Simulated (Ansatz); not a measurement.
All numbers below come from Ansatz, DFT PBE, scalar-relativistic, plane waves, PAW. Cutoff 420 eV, Γ-centred meshes of about 0.25 Å⁻¹ or finer for metals and 0.3 Å⁻¹ for insulators (2π included), Gaussian smearing. No spin polarisation.

Relaxed forms of In2Te2O:

Cell 1.

```
In Te O
1.0
     4.39672    0.00000    0.00000
     2.18307    3.83997    0.00000
     0.05350    0.10550   10.36229
In Te O
2 2 1
Direct
  0.02602 0.01949 0.18228
  0.02830 0.99716 0.81710
  0.68878 0.66454 0.69017
  0.35353 0.34841 0.30944
  0.90338 0.97040 0.00102
```

Cell 2.

```
In Te O
1.0
     3.94748    0.00000    0.00000
     0.00000    3.94748    0.00000
     0.00000    0.00000   17.06089
In Te O
4 4 2
Cartesian
  1.9737 0.0000 11.3608
  0.0000 1.9737 16.0122
  1.9737 0.0000 1.0487
  0.0000 1.9737 5.7001
  1.9737 0.0000 14.1999
  0.0000 1.9737 10.2926
  0.0000 1.9737 2.8610
  1.9737 0.0000 6.7683
  1.9737 1.9737 0.0000
  0.0000 0.0000 0.0000
```

Problem. How do gap and energy differ between these forms?

Solution. Gaps on the mesh: 1.17 eV for cell 1, none for cell 2. Lowest in energy is cell 1; cell 2 lies 79 meV/atom higher. The lowest form also has the widest gap. Counting O or Te atoms around In (for each partner element, those within 1.25 times its shortest distance or 1.15 times the sum of covalent radii, where it is the nearest in units of that sum or under 1.3; a plus sign parts groups by distance over the sum of covalent radii; a slash parts the counts of unlike sites): cell 1 (P1, 35.0 Å³/atom) has In 4; cell 2 (P4/nmm, 26.6 Å³/atom) has In 5/8+1.

Gaps are read on each cell's k mesh and can be smaller between its points; Kohn–Sham gaps at this level usually fall short of measured ones, and a small gap can close altogether. No dispersion correction is applied, so the spacing and binding between layers, chains or molecules are poorly described (P1, P4/nmm), and this can change margins and order among such cells. These runs have no spin–orbit coupling, which can matter for Te. With atoms moved at random, cell 1 came back. Cell 2 had no clear such test and can be a saddle point. Some candidate types were left out of the draw beforehand, so a known form may be missing.
